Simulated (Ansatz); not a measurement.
Input file for Ansatz (a program for electronic structure):

Ansatz 0.2 input:
```yaml
crystal:
  lattice:
    - [-4.4567535237, 4.4567535237, 2.4294596606]
    - [4.4567535237, -4.4567535237, 2.4294596606]
    - [4.4567535237, 4.4567535237, -2.4294596606]
  atoms:
    - { symbol: Rb, position: [0.75, 0.25, 0.5] }
    - { symbol: Rb, position: [0.0, 0.0, 0.0] }
kpoints:
  mp_grid: { grid: [10, 10, 10] }
hamiltonian:
  xc: r2scan
  pseudopotentials: { kind: paw }
scf:
  occupations: { method: fermi_dirac, width: 0.1 }
phonons:
  method: dfpt
  response_accuracy: low
  eigenvectors: true
  rigid_motions: translations
```

Output (shortened):

```
zone centre: on kpoints.mp_grid the ground state, and the responses unless they are solved on pairs of k-points, stand on 282 of the mesh's 1000 k-points, …
Pseudopotentials: kind: paw
Pseudopotential: Rb, paw, valence charge 9
Functional definition: r2SCAN
Crystal: 2 atoms, lattice volume = 193.022 Å³
Basis set: ecut = 500 eV, 4885 PW (Γ), exchange–correlation on 300×300×300 points (125 copies of the dense FFT grid, shifted against one another)
Bands: 13, of which v1, the nominal top of the filled ones, is band 9 counted from 1 (8 counted from 0)
Symmetry: 16 space group operations
k-points: 282 of 1000 (irreducible under 2 space group operations, time reversal used)
PAW frozen core: Rb, regenerated for the run's functional
Initial wavefunctions: pseudopotential atomic-orbital guess
Eigensolver: davidson
Functional: x = r2scan, c = r2scan; τ floored in thin density (d = 2e-4 eV/Å³)
SCF iter   1: F=—  HF=-6555.890347 eV  |F-HF|=—  |Δ(HF+E_count)|=         —  Δρ=2.34e-3  dr2=7.09e-3  dr2_τ=1.04e-3  ethr=1.77e-3  ⟨swp⟩=7.3  Hψ=24967  notcnv=0
all-band conjugate gradients solve this SCF's bands
preconditioner: auto → Kerker (q_TF=auto, 1.837 Å⁻¹)
SCF iter   2: F=—  HF=-6555.897791 eV  |F-HF|=—  |Δ(HF+E_count)|=   7.44e-3  Δρ=1.54e-3  dr2=3.61e-3  dr2_τ=1.50e-4  ethr=3.94e-5  ⟨swp⟩=2.2  Hψ=9151  notcnv=0
SCF iter   3: F=—  HF=-6555.902324 eV  |F-HF|=—  |Δ(HF+E_count)|=   4.53e-3  Δρ=4.59e-4  dr2=5.64e-4  dr2_τ=9.61e-5  ethr=2.00e-5  ⟨swp⟩=2.0  Hψ=6768  notcnv=0
SCF iter   4: F=—  HF=-6555.902302 eV  |F-HF|=—  |Δ(HF+E_count)|=   2.20e-5  Δρ=1.49e-4  dr2=1.48e-4  dr2_τ=1.16e-5  ethr=3.13e-6  ⟨swp⟩=2.9  Hψ=6124  notcnv=0
SCF iter   5: F=—  HF=-6555.902345 eV  |F-HF|=—  |Δ(HF+E_count)|=   4.31e-5  Δρ=7.15e-5  dr2=1.36e-5  dr2_τ=2.96e-6  ethr=8.25e-7  ⟨swp⟩=2.9  Hψ=6075  notcnv=0
SCF iter   6: F=—  HF=-6555.902343 eV  |F-HF|=—  |Δ(HF+E_count)|=   1.66e-6  Δρ=1.47e-5  dr2=6.40e-7  dr2_τ=2.78e-8  ethr=7.56e-8  ⟨swp⟩=2.2  Hψ=5854  notcnv=0
SCF iter   7: F=—  HF=-6555.902438 eV  |F-HF|=—  |Δ(HF+E_count)|=   9.49e-5  Δρ=1.24e-5  dr2=2.24e-7  dr2_τ=1.12e-7  ethr=3.56e-9  ⟨swp⟩=2.1  Hψ=6250  notcnv=0
SCF iter   8: F=—  HF=-6555.902438 eV  |F-HF|=—  |Δ(HF+E_count)|=   1.13e-7  Δρ=4.46e-6  dr2=6.20e-8  dr2_τ=1.44e-8  ethr=1.25e-9  ⟨swp⟩=2.9  Hψ=6130  notcnv=0
SCF iter  12: F=-6555.902438 eV  HF=-6555.902438 eV  |F-HF|=4.55e-12  |Δ(HF+E_count)|=  2.36e-11  Δρ=1.51e-8  dr2=7.03e-13  dr2_τ=2.23e-14  ethr=1.00e-12  ⟨swp⟩=6.4  Hψ=16221  notcnv=0
SCF 1 converged in 12 iterations: F = -6555.902438 eV  dr2 = 7.03e-13
DFPT response loops at Γ: preconditioner auto → Kerker (q_TF=auto, 1.837 Å⁻¹) (partly filled bands, converged f_vac=0.000) …
SCF converged after 12 iterations
Free energy (F): -6555.902438 eV
Harris-Foulkes:  -6555.902438 eV  (|F-HF|=4.55e-12)
Internal energy: -6555.843883 eV  (E = F + TS)
E sigma→0 (E₀):  -6555.873161 eV
Entropy (-TS):   -0.058555 eV (-29.278 meV/atom)
Fermi energy:    1.787010 eV
--- Per-component energies (eV) ---
  E_band       = -255.793675
  E_kinetic    = 382.427000
  E_local      = -1453.753605  (includes V_loc(G=0)·N_el)
  E_nonlocal   = 344.957907
  E_hartree    = 413.189392
  E_xc         = -245.944590
  E_vxc        = -297.342392  (∫ρ·V_xc dr)
  E_paw        = -5269.630230  (= ΣΔE_a)
  E_vpaw       = -75.026540  (= ΣTr[D̂ρ^β])
  E_aug_tail   = -0.000001  (compensation charges beyond the density's cutoff)
  E_vtau       = 16.565178  (kinetic-family band-sum trace: ∫τ·v_τ [+ j·A + Jᵃ·Aᵃ] dr)
  E_ewald      = -726.795901
  E_core_change = -0.293855  (= ΣΔE_core)
  E_smearing   = -0.058555  (= −TS)
  E_closure    = 0.000000  (closes the sum)
  Σ components = -6555.902438   (vs F -6555.902438, Δ=0.00e0)
  [band-id]    e_kinetic+e_local+e_nonlocal+2·e_hartree+e_vxc+e_vpaw+e_augmentation_tail+e_vtau = -255.793669   (vs E_band -255.793675, Δ=6.13e-6)
--- Band table (eV; the first three rows and the last of 282) ---
  k-point 0: bands = ["-28.4854", "-28.4764", "-12.0505", "-12.0505", "-11.9569", "-11.9556", "-11.9546", "-11.9546", "-0.2304", "2.7256", "3.8175", "4.2791", "4.2791"]
  k-point 1: bands = ["-28.4852", "-28.4766", "-12.0485", "-12.0485", "-11.9624", "-11.9573", "-11.9553", "-11.9514", "-0.1802", "2.6513", "3.5972", "4.2825", "4.5828"]
  k-point 2: bands = ["-28.4846", "-28.4772", "-12.0427", "-12.0426", "-11.9713", "-11.9651", "-11.9546", "-11.9494", "-0.0314", "2.3548", "3.4998", "4.2934", "4.6208"]
  k-point 281: bands = ["-28.4809", "-28.4809", "-12.0673", "-12.0673", "-11.9568", "-11.9568", "-11.9437", "-11.9437", "1.8734", "1.8734", "2.0746", "2.0746", "5.0742"]
  band table: 13 of 13 bands, residual norms ≤ 1.0e-3 eV
--- Phonons (Γ-DFPT): 2 representative perturbations + reference, on 282 of 1000 k-points (Σ response iterations 14) ---
  k mesh reduced under 2 symmetry operations, with k and −k counted as one. Each operation leaves every solved perturbation unchanged …
  ASR residual: 1.047e-3 → 0.000e0 eV/Å²; symmetrization residual: 5.483e-8 eV/Å²
  ASR residual per site (eV/Å²): 1.05e-3 1.05e-3
  Γ frequencies (cm⁻¹): 0.00 0.00 0.00 3.94 49.95 49.95
  non-analytic LO–TO correction: not included (Born effective charges unavailable; polar crystals: no LO–TO splitting at Γ)
```

Cost: around 25 core-minutes (rough) on shared cores.

Space group I4_1/amd (β-Sn type). A made-up cell: these elements were put on the sites of a structure type; the Crystallography Open Database copy checked does not list it. It is not the phase usual at ambient conditions (space group No. 229). Symmetry was held in the r²SCAN relaxation; of distortions, only those at the zone centre were tested. As this level gives no gap, phonon frequencies hold no LO–TO term and depend on the k-mesh and smearing (Fermi–Dirac, 0.1 eV here). Axis ratios of metals converge slowly with the k-mesh, so a and c are less sure than the volume. Spin–orbit coupling is left out wherever it is not named.

Potentials: the later of the program's two PAW sets.

Ansatz is a plane-wave DFT program.
